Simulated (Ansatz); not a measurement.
# InO: computed property card

InO:
```
InO
1.0
    3.65044     0.00000     0.00000
   -1.82522     3.16138     0.00000
    0.00000     0.00000    11.00357
In O
4 4
Direct
  0.33333   0.66667   0.12477
  0.66667   0.33333   0.62477
  0.66667   0.33333   0.87523
  0.33333   0.66667   0.37523
  0.33333   0.66667   0.57659
  0.66667   0.33333   0.07659
  0.66667   0.33333   0.42341
  0.33333   0.66667   0.92341
```

Space group P6_3/mmc (No. 194); conventional cell a = b = 3.6504 Å, c = 11.0036 Å, α = β = 90.00°, γ = 120.00°.

Method: LDA in the plane-wave PAW code Ansatz. The cell and atoms are relaxed at this level. Other levels are named where they apply.

Cell and energy:

- Volume per atom: 15.87 Å³
- Density: 6.84 g/cm³
- Formation energy from the elements (no fitted shifts): -1.33 eV/atom

Electronic structure:

- Electronic character: metallic (no gap)
- Density of states at the Fermi level: 0.09 states/eV per atom (mean over ±0.08 eV)

Mechanics:

* **Bulk modulus (Birch–Murnaghan fit)**: 105 GPa
* **Pressure derivative B′**: 4.8
* **Elastic constants (relaxed ions, GPa)**: C11 = 124, C12 = 94.7, C13 = 84.4, C33 = 211, C44 = 33.7
* **Mechanical stability**: stable (all eigenvalues of C positive)
* **Hill bulk and shear moduli**: 107 and 26.3 GPa
* **Young's modulus**: 72.9 GPa
* **Poisson's ratio**: 0.39
* **Debye temperature from the elastic constants**: 262 K

Phonons:

Highest zone-centre frequency: 13.91 THz
Zone-centre stability: no imaginary mode at Γ

A made-up cell: these elements were put on the sites of a structure type; neither database checked (COD, Materials Project) lists it. Its standing as an ambient phase is unchecked. The LDA relaxation kept the symmetry of its start. As this level gives no gap, shear constants depend on the k-mesh and smearing (Fermi–Dirac, 0.1 eV here). As this level gives no gap, phonon frequencies hold no LO–TO term and depend on the k-mesh and smearing (Fermi–Dirac, 0.1 eV here). The references are the lowest solids computed at this level, not always the standard phases (solids in place of the gases). Spin–orbit coupling is left out wherever it is not named.

Potentials: the earlier of the program's two PAW sets. The files were generated under PBE; for other functionals the program regenerates the frozen cores, and for LDA and PBEsol the local potential too.
